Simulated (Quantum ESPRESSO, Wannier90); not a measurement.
## Wannierisation of KBr (rock salt)

```xyz
2
Lattice="0.0000 3.2945 3.2945 3.2945 0.0000 3.2945 3.2945 3.2945 0.0000" Properties=species:S:1:pos:R:3 pbc="T T T"
K      0.0000     0.0000     0.0000
Br     3.2945     3.2945     3.2945
```

Structure: Materials Project mp-23251, symmetrised, not relaxed again. COD (Crystallography Open Database) has an entry of this formula and space group (matched by these alone). Method: PBE plane waves in Quantum ESPRESSO 7.5 (PseudoDojo norm-conserving files, 60 Ry, no spin polarisation, no spin-orbit coupling), Bloch states on a 8×8×8 mesh through Γ, Wannier90 4.0.1. Density: 8×8×8 mesh, cold smearing 0.01 Ry. Spin-orbit coupling, left out, would split the p-like bands by a few tenths of an eV.

Bands 3-5 form an isolated set from -11.34 to -10.99 eV relative to the valence-band maximum (on the path) and are turned into 3 Wannier functions by minimising the spread from the start: atomic waves K 3p.

**Question.** Where do the functions sit, how wide are they and what are they made of?

**Answer.** 
```csv
functions,spread (Å²),"nearest atom, distance (Å)","second atom, distance (Å)",weight on atomic waves
3,1.23,K 0.00,Br 3.29,"K 3p 96 %, Br 4s 4 %"
```

Ω_I = 3.63 Å², Ω_total = 3.70 Å²; the interpolated bands follow pw.x to 0.0 meV rms on the path. Only this start was tried; a symmetric start can stop on a saddle, and mixtures of these functions could lower the total by at most Ω_total − Ω_I.
